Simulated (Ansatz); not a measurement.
Consider the following.

HfC:
```xyz
2
Lattice="0.0000 2.4980 2.4980 2.4980 0.0000 2.4980 2.4980 2.4980 0.0000" Properties=species:S:1:pos:R:3 pbc="T T T"
Hf     0.0000     0.0000     0.0000
C      1.2490     1.2490     1.2490
```

This is the PBEsol-relaxed structure.

All from plane-wave PAW PBEsol (Ansatz code), unless another level is named. Predict the static dielectric constant ε0 (ions relaxed, cell fixed).

30.1.

Next, the electronic dielectric constant ε∞ (DFPT)?

22.4.

And the Born charges (a third of the trace)?

Hf +4.15, C -4.15 e.

Space group F-43m (zinc blende). The start of the workflow was typed in or built on a structure type; neither database checked (COD, Materials Project) lists it. It is not the phase usual at ambient conditions (space group No. 225). The PBEsol relaxation kept the symmetry of its start; its stability against distortions is not shown here. No spin polarisation was allowed. Scalar-relativistic: spin–orbit coupling is off unless named, which matters more the heavier the elements.

Potentials: the earlier of the program's two PAW sets. The files were generated under PBE; for other functionals the program regenerates the frozen cores, and for LDA and PBEsol the local potential too.
